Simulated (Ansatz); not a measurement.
Level of theory: Ansatz, DFT PBE, scalar-relativistic, plane waves, PAW. All cells share a 420 eV cutoff and Γ-centred k meshes spaced about 0.3 Å⁻¹ or finer (0.25 for metals, 2π included). No spin polarisation.

A search over trial structures of Cd4Se3 gave this relaxed cell.

```
CELL_PARAMETERS angstrom
4.29281 0.00000 0.00000
-2.14641 3.71768 0.00000
0.00000 0.00000 13.09885
ATOMIC_POSITIONS crystal
Cd 0.00000 0.00000 0.76449
Cd 0.66667 0.33333 0.48232
Cd 0.33333 0.66667 0.20472
Cd 0.66667 0.33333 0.91435
Se 0.00000 0.00000 0.55688
Se 0.66667 0.33333 0.27926
Se 0.33333 0.66667 0.00098
```

Wave vectors count in units of this cell's reciprocal vectors.

Question: Does it survive phonon and random-displacement tests?

Answer: No. The phonons on a 2×2×1 q mesh of the computed 7-atom cell go imaginary, to 32i cm⁻¹ at q = (0.00, -0.50, 0.00). (Phonon run: 12×12×4 k mesh, Gaussian smearing of 0.10 eV.) With atoms moved at random and symmetry off, it falls by 43 meV/atom into P1 (No. 1). Conventional cell: a = 4.359 Å, b = 4.361 Å, c = 13.779 Å, α = 82.6°, β = 82.4°, γ = 60.2°. Cd on its first site is surrounded by 1 Se at 2.71 Å and 1 Cd at 2.77 Å; Cd on its second site has 4 Se at 2.66–2.69 Å; Cd on its third site has 4 Se at 2.66–2.69 Å; Se on its first site is surrounded by 4 Cd at 2.69–2.71 Å; 3 more sites not described.

```cif
data_structure
_symmetry_space_group_name_H-M 'P1'
_symmetry_Int_Tables_number 1
_cell_length_a 4.3591
_cell_length_b 4.3612
_cell_length_c 13.7788
_cell_angle_alpha 82.556
_cell_angle_beta 82.400
_cell_angle_gamma 60.196
_cell_volume 224.68
loop_
_atom_site_label
_atom_site_type_symbol
_atom_site_symmetry_multiplicity
_atom_site_Wyckoff_symbol
_atom_site_fract_x
_atom_site_fract_y
_atom_site_fract_z
_atom_site_occupancy
Cd1 Cd 1 a 0.14651 0.14809 0.25923 1
Cd2 Cd 1 a 0.37296 0.36722 0.52670 1
Cd3 Cd 1 a 0.63272 0.63289 0.78997 1
Cd4 Cd 1 a 0.22502 0.23173 0.05648 1
Se1 Se 1 a 0.05935 0.05241 0.45717 1
Se2 Se 1 a 0.31847 0.31732 0.72184 1
Se3 Se 1 a 0.57831 0.58367 0.98560 1
```

Phonons of metals hang on the k mesh and the smearing.
